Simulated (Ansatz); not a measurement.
GaN (wurtzite, P6_3mc), plane-wave PAW r²SCAN (Ansatz code). The conduction-band minimum lies at Γ, with 1 equivalent valley. Second derivatives d²E/dk² of the lowest band at one valley (eV·Å²), along Cartesian directions:

```tsv
direction	d²E/dk²
[100]	40.42
[010]	40.42
[001]	44.81
[110]	40.42
[101]	42.62
[011]	42.62
```

Find the principal effective masses, the density-of-states mass and the conductivity mass.

Off-diagonal terms follow from H_xy = H[110] − (H_xx + H_yy)/2, and m*/mₑ = 7.620 eV·Å² over each eigenvalue: 0.17, 0.19, 0.19. One valley's DOS mass (m₁m₂m₃)^(1/3) = 0.18, conductivity mass 3/(Σ 1/mᵢ) = 0.18 mₑ.

What effective density of states Nc follows at 300 K for parabolic valleys?

Nc = 2.509e19 × 1 × (0.18)^(3/2) ≈ 1.9e18 cm⁻³.

With the computed static dielectric constant 9.91 (mean of the diagonal), estimate a hydrogenic donor's binding energy and radius.

E = 13.606 eV × 0.18/9.91² ≈ 25 meV; a = 0.529 Å × ε/m* ≈ 29 Å. Semilocal masses tend to be too small where the gap is.

The r²SCAN relaxation kept the symmetry of its start; phonons on a q-mesh show no instability. Scalar-relativistic: spin–orbit coupling is off unless named, which matters more the heavier the elements.

Potentials: the earlier of the program's two PAW sets.
